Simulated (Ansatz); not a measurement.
Ga₂Cu (space group P4/mmm)

```xyz
6
Lattice="5.5421 0.0000 0.0000 2.7711 2.7711 0.0000 0.0000 0.0000 5.6653" Properties=species:S:1:pos:R:3 pbc="T T T"
Ga     1.3855     1.3855     1.6050
Ga     4.1566     1.3855     1.6050
Ga     1.3855     1.3855     4.0603
Ga     4.1566     1.3855     4.0603
Cu     0.0000     0.0000     0.0000
Cu     2.7711     0.0000     0.0000
```

The atoms are displaced by Q × the pattern below (from a DFPT mode at M = (0.5, 0.5, 0.0), largest move 1; Q in Å), at fixed cell. It is one choice among 2 degenerate patterns. (q is in reciprocal vectors of the primitive cell; the cell shown is doubled to hold the pattern.)

```tsv
atom	x	y	z
Ga1	0.000	1.000	0.000
Ga2	0.000	-1.000	0.000
Ga3	0.000	-1.000	0.000
Ga4	0.000	1.000	0.000
```

Atoms not listed stay in place.

These are LDA (plane waves to 420 eV, PAW, scalar-relativistic; Ansatz, a quantum-chemistry and plane-wave program) values and carry that method's errors. k mesh 17×17×8 (Γ-centred), Fermi-Dirac smearing 0.05 eV. With partly filled bands, energies and forces of such displacements shift with the k mesh and the smearing. Ga2Cu is run without spin polarisation. Ga2Cu was relaxed with its symmetry unable to fall. 

```json
[
 {"Q (Å)": "-0.100", "−dE/dQ from forces (eV/Å)": "2.785"},
 {"Q (Å)": "-0.083", "−dE/dQ from forces (eV/Å)": "2.253"},
 {"Q (Å)": "-0.067", "−dE/dQ from forces (eV/Å)": "1.758"},
 {"Q (Å)": "-0.050", "−dE/dQ from forces (eV/Å)": "1.293"},
 {"Q (Å)": "-0.033", "−dE/dQ from forces (eV/Å)": "0.849"},
 {"Q (Å)": "-0.017", "−dE/dQ from forces (eV/Å)": "0.421"},
 {"Q (Å)": "0.000", "−dE/dQ from forces (eV/Å)": "0.000"},
 {"Q (Å)": "0.017", "−dE/dQ from forces (eV/Å)": "-0.421"},
 {"Q (Å)": "0.033", "−dE/dQ from forces (eV/Å)": "-0.849"},
 {"Q (Å)": "0.050", "−dE/dQ from forces (eV/Å)": "-1.293"},
 {"Q (Å)": "0.067", "−dE/dQ from forces (eV/Å)": "-1.758"},
 {"Q (Å)": "0.083", "−dE/dQ from forces (eV/Å)": "-2.253"},
 {"Q (Å)": "0.100", "−dE/dQ from forces (eV/Å)": "-2.785"}
]
```

Problem. What harmonic wavenumber does the curvature at Q = 0 give?

Solution. 157 cm⁻¹. E″ = 25.16 eV/Å², M = Σ mᵢ|uᵢ|² = 278.9 u, ν̃ = 521.5·√(|E″|/M).

(A displaced cell: forces are minus the slopes of the energy, force constants its curvatures, and phonons follow from these.)
